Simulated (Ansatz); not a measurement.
A relaxation computed with Ansatz, from input to last step.

```yaml
crystal:
  lattice:
    - [5.0050012358, 0.0, 0.0]
    - [-2.5025006179, 4.3344582162, 0.0]
    - [0.0, 0.0, 4.097]
  atoms:
    - { symbol: "Y", position: [0.0, 0.0, 0.0] }
    - { symbol: Cu, position: [0.5, 0.0, 0.5] }
    - { symbol: Cu, position: [0.5, 0.5, 0.5] }
    - { symbol: Cu, position: [0.0, 0.5, 0.5] }
    - { symbol: Cu, position: [0.3333333333, 0.6666666667, 0.0] }
    - { symbol: Cu, position: [0.6666666667, 0.3333333333, 0.0] }
basis:
  ecutwfc: 500
kpoints:
  mp_grid: { grid: [12, 12, 10] }
hamiltonian:
  xc: r2scan
scf:
  occupations: { method: gaussian, width: 0.1 }
output:
  forces: true
  stress: true
  eigenvalues: true
relax:
  adjacent_minimum: "off"
  f_tol: 0.005
  max_steps: 80
  cell: { stress_tol: 0.05 }
```

```bash
ansatz run input.yaml --threads 1 --pin off --max-ram 2560MiB --backend cpu --events-out ev --progress --plain --runs-dir out
```

Method: Ansatz 0.2.0, DFT r2SCAN, scalar-relativistic, plane waves, PAW.

Of 5 frames 5 are shown, positions in Å and forces in eV/Å; the SCF threshold varies from step to step. Steps run on the plane waves of an earlier cell, with a Pulay correction in the pressure. The basis is chosen afresh for the last frame, the zero of the energies, and at times for earlier ones too; energy and pressure step there, also at an unchanged geometry.

```xyz
6
Lattice="5.0050 0.0000 0.0000 -2.5025 4.3345 0.0000 0.0000 0.0000 4.0970" Properties=species:S:1:pos:R:3:forces:R:3 pbc="T T T" step=1 free_energy_over_end_meV_per_atom=2.61 pressure_GPa=-2.28
Y     0.0000    0.0000    0.0000    0.0000    0.0000    0.0000
Cu    2.5025    0.0000    2.0485    0.0000    0.0000    0.0000
Cu    1.2512    2.1672    2.0485    0.0000    0.0000    0.0000
Cu   -1.2512    2.1672    2.0485    0.0000    0.0000    0.0000
Cu    0.0000    2.8896    0.0000    0.0000    0.0000    0.0000
Cu    2.5025    1.4448    0.0000    0.0000    0.0000    0.0000
6
Lattice="4.9879 0.0000 0.0000 -2.4939 4.3196 0.0000 0.0000 0.0000 4.0691" Properties=species:S:1:pos:R:3:forces:R:3 pbc="T T T" step=2 free_energy_over_end_meV_per_atom=0.37 pressure_GPa=-0.67
Y     0.0000    0.0000    0.0000    0.0000    0.0000    0.0000
Cu    2.4939    0.0000    2.0345    0.0000    0.0000    0.0000
Cu    1.2470    2.1598    2.0345    0.0000    0.0000    0.0000
Cu   -1.2470    2.1598    2.0345    0.0000    0.0000    0.0000
Cu    0.0000    2.8797    0.0000    0.0000    0.0000    0.0000
Cu    2.4939    1.4399    0.0000    0.0000    0.0000    0.0000
6
Lattice="4.9885 0.0000 0.0000 -2.4942 4.3201 0.0000 0.0000 0.0000 4.0441" Properties=species:S:1:pos:R:3:forces:R:3 pbc="T T T" step=3 free_energy_over_end_meV_per_atom=-0.09 pressure_GPa=0.10
Y     0.0000    0.0000    0.0000    0.0000    0.0000    0.0000
Cu    2.4942    0.0000    2.0220    0.0000    0.0000    0.0000
Cu    1.2471    2.1601    2.0220    0.0000    0.0000    0.0000
Cu   -1.2471    2.1601    2.0220    0.0000    0.0000    0.0000
Cu    0.0000    2.8801    0.0000    0.0000    0.0000    0.0000
Cu    2.4942    1.4400    0.0000    0.0000    0.0000    0.0000
6
Lattice="4.9944 0.0000 0.0000 -2.4972 4.3253 0.0000 0.0000 0.0000 4.0383" Properties=species:S:1:pos:R:3:forces:R:3 pbc="T T T" step=4 free_energy_over_end_meV_per_atom=-0.11 pressure_GPa=0.00
Y     0.0000    0.0000    0.0000    0.0000    0.0000    0.0000
Cu    2.4972    0.0000    2.0192    0.0000    0.0000    0.0000
Cu    1.2486    2.1626    2.0192    0.0000    0.0000    0.0000
Cu   -1.2486    2.1626    2.0192    0.0000    0.0000    0.0000
Cu    0.0000    2.8835    0.0000    0.0000    0.0000    0.0000
Cu    2.4972    1.4418    0.0000    0.0000    0.0000    0.0000
6
Lattice="4.9944 0.0000 0.0000 -2.4972 4.3253 0.0000 0.0000 0.0000 4.0383" Properties=species:S:1:pos:R:3:forces:R:3 pbc="T T T" step=5 free_energy_over_end_meV_per_atom=0.00 pressure_GPa=-0.01
Y     0.0000    0.0000    0.0000    0.0000    0.0000    0.0000
Cu    2.4972    0.0000    2.0192    0.0000    0.0000    0.0000
Cu    1.2486    2.1626    2.0192    0.0000    0.0000    0.0000
Cu   -1.2486    2.1626    2.0192    0.0000    0.0000    0.0000
Cu    0.0000    2.8835    0.0000    0.0000    0.0000    0.0000
Cu    2.4972    1.4418    0.0000    0.0000    0.0000    0.0000
```

It took 8 min on 1 thread of Arm Neoverse V1 (shared host), peak memory 0.95 GiB.